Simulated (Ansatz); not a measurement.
Ansatz (a quantum-chemistry and plane-wave program) input:

Ansatz 0.2 input:
```yaml
crystal:
  lattice:
    - [8.1294653405, 0.0, 0.0]
    - [-4.0647326702, 7.040323504, 0.0]
    - [0.0, 0.0, 3.1140717996]
  atoms:
    - { symbol: Ge, position: [0.8290898591, 0.2353449772, 0.75] }
    - { symbol: Ge, position: [0.1709101409, 0.7646550228, 0.25] }
    - { symbol: Ge, position: [0.5937448819, 0.8290898591, 0.25] }
    - { symbol: Ge, position: [0.4062551181, 0.1709101409, 0.75] }
    - { symbol: Ge, position: [0.7646550228, 0.5937448819, 0.75] }
    - { symbol: Ge, position: [0.2353449772, 0.4062551181, 0.25] }
    - { symbol: N, position: [0.6666666667, 0.3333333333, 0.75] }
    - { symbol: N, position: [0.3333333333, 0.6666666667, 0.25] }
    - { symbol: N, position: [0.6695329473, 0.9725076342, 0.75] }
    - { symbol: N, position: [0.3304670527, 0.0274923658, 0.25] }
    - { symbol: N, position: [0.6970253131, 0.6695329473, 0.25] }
    - { symbol: N, position: [0.3029746869, 0.3304670527, 0.75] }
    - { symbol: N, position: [0.0274923658, 0.6970253131, 0.75] }
    - { symbol: N, position: [0.9725076342, 0.3029746869, 0.25] }
kpoints:
  mp_grid: { grid: [3, 3, 7] }
  band_path:
    path:
      - [[0.0, 0.0, 0.0], [0.5, 0.0, 0.0], [0.3333333333, 0.3333333333, 0.0], [0.0, 0.0, 0.0], [0.0, 0.0, 0.5], [0.5, 0.0, 0.5], [0.3333333333, 0.3333333333, 0.5], [0.0, 0.0, 0.5]]  # Γ-M-K-Γ-A-L-H-A
      - [[0.5, 0.0, 0.5], [0.5, 0.0, 0.0]]  # L-M
      - [[0.3333333333, 0.3333333333, 0.5], [0.3333333333, 0.3333333333, 0.0]]  # H-K
      - [VBM, CBM]
    npoints: 8
basis: { xc_grid: 2 }
hamiltonian:
  xc: pbe
  pseudopotentials: { kind: paw }
magnetization: { noncollinear: true, spin_orbit: true }
scf:
  n_extra_bands: 28
  convergence: { dr2_threshold: 0.0000000001 }
  occupations: { method: gaussian, width: 0.01 }
checkpoint: { write: soc.run }
output: { eigenvalues: true }
```

Output (shortened):

```
Pseudopotential: Ge, paw_fr, valence charge 14
Pseudopotential: N, paw_fr, valence charge 5
Functional definition: PBE
non-collinear run that drives no moment, with spin-orbit …
Crystal: 14 atoms, lattice volume = 178.231 Å³
Basis set: ecut = 420 eV, 3509 PW (Γ), exchange–correlation on 120×120×48 points (8 copies of the dense FFT grid, shifted against one another)
Bands: 152, of which v1, the nominal top of the filled ones, is band 124 counted from 1 (123 counted from 0)
Symmetry: 12 space group operations + 12 with time reversal
k-points: 12 of 63
Projection manifold: j_resolved (fully-relativistic pseudo-atomic orbitals)
SCF iter   1: F=—  HF=-28849.386121 eV  |F-HF|=—  |Δ(HF+E_count)|=         —  Δρ=1.17e-1  dr2=2.46e1  dr2_m=0.00e0 (ungated)  ethr=3.10e-3  |M|=0.00e0 ∫|m|=0.00e0 μB  |m|>n=0.0e0 m-floor=0.0e0 τ_xc=0.0e0  β_m=0.30  ⟨swp⟩=5.9  Hψ=4133  notcnv=0  defer=18
preconditioner: auto → Resta (q_TF=auto, 2.568 Å⁻¹)
spin=Noncollinear: Resta preconditioning applied to the charge; magnetization (m_x, m_y, m_z) channels mix plain (no charge-response kernel on spin).
SCF iter   2: F=—  HF=-28843.922151 eV  |F-HF|=—  |Δ(HF+E_count)|=    5.46e0  Δρ=6.10e-2  dr2=5.95e0  dr2_m=0.00e0 (ungated)  ethr=3.10e-3  |M|=0.00e0 ∫|m|=0.00e0 μB  |m|>n=0.0e0 m-floor=0.0e0 τ_xc=0.0e0  β_m=0.43  ⟨swp⟩=2.0  Hψ=1449  notcnv=0  defer=264
SCF iter   3: F=—  HF=-28842.599896 eV  |F-HF|=—  |Δ(HF+E_count)|=    1.32e0  Δρ=2.38e-2  dr2=5.39e-1  dr2_m=0.00e0 (ungated)  ethr=3.10e-3  |M|=0.00e0 ∫|m|=0.00e0 μB  |m|>n=0.0e0 m-floor=0.0e0 τ_xc=0.0e0  β_m=0.69  ⟨swp⟩=2.5  Hψ=1188  notcnv=0  defer=264
SCF iter   4: F=—  HF=-28842.589655 eV  |F-HF|=—  |Δ(HF+E_count)|=   1.02e-2  Δρ=2.61e-3  dr2=1.40e-2  dr2_m=0.00e0 (ungated)  ethr=4.35e-4  |M|=0.00e0 ∫|m|=0.00e0 μB  |m|>n=0.0e0 m-floor=0.0e0 τ_xc=0.0e0  β_m=0.64  ⟨swp⟩=2.1  Hψ=1096  notcnv=0  defer=260
SCF iter   5: F=—  HF=-28842.592078 eV  |F-HF|=—  |Δ(HF+E_count)|=   2.42e-3  Δρ=1.46e-3  dr2=3.37e-3  dr2_m=0.00e0 (ungated)  ethr=1.13e-5  |M|=0.00e0 ∫|m|=0.00e0 μB  |m|>n=0.0e0 m-floor=0.0e0 τ_xc=0.0e0  β_m=0.82  ⟨swp⟩=2.0  Hψ=1564  notcnv=0  defer=260
SCF iter   6: F=—  HF=-28842.596322 eV  |F-HF|=—  |Δ(HF+E_count)|=   4.24e-3  Δρ=3.67e-4  dr2=2.83e-4  dr2_m=0.00e0 (ungated)  ethr=2.72e-6  |M|=0.00e0 ∫|m|=0.00e0 μB  |m|>n=0.0e0 m-floor=0.0e0 τ_xc=0.0e0  β_m=0.88  ⟨swp⟩=2.0  Hψ=1564  notcnv=0  defer=260
SCF iter   7: F=—  HF=-28842.596691 eV  |F-HF|=—  |Δ(HF+E_count)|=   3.70e-4  Δρ=1.74e-4  dr2=6.70e-5  dr2_m=0.00e0 (ungated)  ethr=2.28e-7  |M|=0.00e0 ∫|m|=0.00e0 μB  |m|>n=0.0e0 m-floor=0.0e0 τ_xc=0.0e0  β_m=0.88  ⟨swp⟩=2.0  Hψ=1560  notcnv=0  defer=260
SCF iter   8: F=—  HF=-28842.596741 eV  |F-HF|=—  |Δ(HF+E_count)|=   4.93e-5  Δρ=1.19e-4  dr2=3.00e-5  dr2_m=0.00e0 (ungated)  ethr=5.40e-8  |M|=0.00e0 ∫|m|=0.00e0 μB  |m|>n=0.0e0 m-floor=0.0e0 τ_xc=0.0e0  β_m=0.80  ⟨swp⟩=2.0  Hψ=1166  notcnv=0  defer=260
SCF iter  13: F=-28842.596890 eV  HF=-28842.596890 eV  |F-HF|=7.28e-12  |Δ(HF+E_count)|=  3.64e-12  Δρ=6.57e-8  dr2=6.81e-12  dr2_m=0.00e0 (ungated)  ethr=1.00e-12  |M|=0.00e0 ∫|m|=0.00e0 μB  |m|>n=0.0e0 m-floor=0.0e0 τ_xc=0.0e0  ⟨swp⟩=11.2  Hψ=3516  notcnv=0
SCF 1 converged in 13 iterations: F = -28842.596890 eV  dr2 = 6.81e-12
NSCF: frozen V_eff on 32 k-points
NSCF: frozen V_eff on 32 k-points
NSCF: frozen V_eff on 32 k-points
NSCF: frozen V_eff on 32 k-points
NSCF: frozen V_eff on 4 k-points
NSCF: frozen V_eff on 3 k-points
NSCF: frozen V_eff on 3 k-points
NSCF: frozen V_eff on 3 k-points
NSCF: frozen V_eff on 3 k-points
NSCF: frozen V_eff on 3 k-points
NSCF: frozen V_eff on 84 k-points
SCF converged after 13 iterations
Magnetization: |M| = 0.0000 μB,  M = (+0.0000, +0.0000, +0.0000) μB
Absolute magnetization: 0.0000 μB (∫|m|)
  site 0: m = (+0.0000, +0.0000, +0.0000) μB, |m| = 0.0000 μB  (R = 0.76 Å)
  site 1: m = (+0.0000, +0.0000, +0.0000) μB, |m| = 0.0000 μB  (R = 0.76 Å)
  site 2: m = (+0.0000, +0.0000, +0.0000) μB, |m| = 0.0000 μB  (R = 0.76 Å)
  site 3: m = (+0.0000, +0.0000, +0.0000) μB, |m| = 0.0000 μB  (R = 0.76 Å)
  site 4: m = (+0.0000, +0.0000, +0.0000) μB, |m| = 0.0000 μB  (R = 0.76 Å)
  site 5: m = (+0.0000, +0.0000, +0.0000) μB, |m| = 0.0000 μB  (R = 0.76 Å)
  site 6: m = (+0.0000, +0.0000, +0.0000) μB, |m| = 0.0000 μB  (R = 0.76 Å)
  site 7: m = (+0.0000, +0.0000, +0.0000) μB, |m| = 0.0000 μB  (R = 0.76 Å)
  site 8: m = (+0.0000, +0.0000, +0.0000) μB, |m| = 0.0000 μB  (R = 0.77 Å)
  site 9: m = (+0.0000, +0.0000, +0.0000) μB, |m| = 0.0000 μB  (R = 0.77 Å)
  site 10: m = (+0.0000, +0.0000, +0.0000) μB, |m| = 0.0000 μB  (R = 0.77 Å)
  site 11: m = (+0.0000, +0.0000, +0.0000) μB, |m| = 0.0000 μB  (R = 0.77 Å)
  site 12: m = (+0.0000, +0.0000, +0.0000) μB, |m| = 0.0000 μB  (R = 0.77 Å)
  site 13: m = (+0.0000, +0.0000, +0.0000) μB, |m| = 0.0000 μB  (R = 0.77 Å)
Free energy (F): -28842.596890 eV
Harris-Foulkes:  -28842.596890 eV  (|F-HF|=7.28e-12)
Internal energy: -28842.596890 eV  (E = F + TS)
E sigma→0 (E₀):  -28842.596890 eV
Fermi energy:    9.401987 eV
--- Per-component energies (eV) ---
  E_band       = -849.157691
  E_kinetic    = 1719.752309
  E_local      = -16889.669166  (includes V_loc(G=0)·N_el)
  E_nonlocal   = 2907.859746
  E_hartree    = 7243.420426
  E_xc         = -929.068515
  E_vxc        = -993.571074  (∫ρ·V_xc dr)
  E_paw        = -13169.447732  (= ΣΔE_a)
  E_vpaw       = -2080.372035  (= ΣTr[D̂ρ^β])
  E_aug_tail   = 0.001738  (compensation charges beyond the density's cutoff)
  E_ewald      = -9725.445696
  E_smearing   =  0.000000  (= −TS)
  E_closure    = 0.000000  (closes the sum)
  Σ components = -28842.596890   (vs F -28842.596890, Δ=0.00e0)
  [band-id]    e_kinetic+e_local+e_nonlocal+2·e_hartree+e_vxc+e_vpaw+e_augmentation_tail = -849.157631   (vs E_band -849.157691, Δ=6.07e-5)
--- Band table (eV; the first three rows and the last of 12) ---
  k-point 0: bands = ["-16.2983", "-16.2983", "-16.2953", "-16.2953", "-16.2888", "-16.2888", "-16.2880", "-16.2880", "-16.2851", "-16.2851", "-16.2772", "-16.2772", "-16.2659", "-16.2659", "-16.2583", "-16.2583", "-16.2538", "-16.2538", "-16.2338", …
  k-point 1: bands = ["-16.3088", "-16.3088", "-16.2995", "-16.2995", "-16.2941", "-16.2941", "-16.2777", "-16.2777", "-16.2726", "-16.2726", "-16.2698", "-16.2698", "-16.2580", "-16.2580", "-16.2549", "-16.2549", "-16.2470", "-16.2470", "-16.2307", …
  k-point 2: bands = ["-16.3107", "-16.3107", "-16.2973", "-16.2973", "-16.2895", "-16.2895", "-16.2814", "-16.2814", "-16.2712", "-16.2712", "-16.2710", "-16.2710", "-16.2496", "-16.2496", "-16.2355", "-16.2355", "-16.2334", "-16.2334", "-16.2270", …
  k-point 11: bands = ["-16.3073", "-16.3073", "-16.2983", "-16.2983", "-16.2934", "-16.2934", "-16.2794", "-16.2794", "-16.2677", "-16.2677", "-16.2546", "-16.2546", "-16.2498", "-16.2498", "-16.2428", "-16.2428", "-16.2393", "-16.2393", "-16.2227", …
```

Cost: around 18 core-minutes (rough) on shared cores.

Space group P6_3/m. The PBE relaxation kept the symmetry of its start.

Potentials: the later of the program's two PAW sets.

Ansatz is a plane-wave DFT program.
